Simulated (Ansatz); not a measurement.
Ti$_{2}$BiN in space group P6_3/mmc (No. 194; Ti on 4f, Bi on 2c, N on 2a) under volume change, DFT-PBEsol in the program Ansatz with PAW potentials, shape and atoms relaxed at each volume.

```json
[
 {"V (Å³/atom)": "13.654", "E − E(relaxed) (meV/atom)": "63.0", "P (GPa)": "16.41"},
 {"V (Å³/atom)": "14.104", "E − E(relaxed) (meV/atom)": "26.2", "P (GPa)": "9.94"},
 {"V (Å³/atom)": "14.554", "E − E(relaxed) (meV/atom)": "6.1", "P (GPa)": "4.52"},
 {"V (Å³/atom)": "15.005", "E − E(relaxed) (meV/atom)": "0.0", "P (GPa)": "0.00"},
 {"V (Å³/atom)": "15.455", "E − E(relaxed) (meV/atom)": "5.4", "P (GPa)": "-3.70"},
 {"V (Å³/atom)": "15.905", "E − E(relaxed) (meV/atom)": "20.0", "P (GPa)": "-6.60"},
 {"V (Å³/atom)": "16.355", "E − E(relaxed) (meV/atom)": "41.8", "P (GPa)": "-8.88"}
]
```

### Question
What does a third-order Birch–Murnaghan fit give for V₀, B₀ and B′?

### Answer
V₀ = 15.01 Å³/atom, B₀ = 133 GPa, B′ = 5.7.

The start of the workflow was typed in or built on a structure type; neither database checked (COD, Materials Project) lists it. Whether it is the stable phase at ambient conditions was not checked. Symmetry was held in the PBEsol relaxation; its stability against distortions is not shown here. The workflow began spin-polarised and lost its moments. Scalar-relativistic: spin–orbit coupling is off unless named, which matters more the heavier the elements.

Potentials: the later of the program's two PAW sets.
